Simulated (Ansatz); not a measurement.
Question: Each is relaxed and computed with DFT-LDA in the program Ansatz with PAW potentials. Which is the only metal?
A) SiGeO3, P4mm (Si on 1b, Ge on 1a, O on 2c, O on 1b)
B) TiO2, anatase
C) SiNF, Pmn2_1 (Si on 2a, N on 2a, F on 2a)
D) TiSi, Cmmm (Ti on 2b, Si on 2d)

Answer: D, TiSi, Cmmm (Ti on 2b, Si on 2d). TiSi: metal; TiO2: gap 2.09 eV (indirect); SiNF: gap 5.14 eV; SiGeO3: gap 1.63 eV (indirect). Typed or built starts, not in the databases checked: SiNF, Pmn2_1 (Si on 2a, N on 2a, F on 2a); SiGeO3, P4mm (Si on 1b, Ge on 1a, O on 2c, O on 1b). Standing as an ambient phase not checked: TiSi, Cmmm (Ti on 2b, Si on 2d). Weakly bound layers, chains or molecules computed without a dispersion correction, so cells and soft constants are ill determined: SiNF, Pmn2_1 (Si on 2a, N on 2a, F on 2a); SiGeO3, P4mm (Si on 1b, Ge on 1a, O on 2c, O on 1b). Unstable at this level: SiGeO3, P4mm (Si on 1b, Ge on 1a, O on 2c, O on 1b). All cells were relaxed under the symmetry of their starts (and spin orders); stability against distortions was not tested throughout. Named crystals with no word on spin ran without spin polarisation. Spin–orbit coupling is left out wherever it is not named.

Potentials: the earlier of the program's two PAW sets. The files were generated under PBE; for other functionals the program regenerates the frozen cores, and for LDA and PBEsol the local potential too.
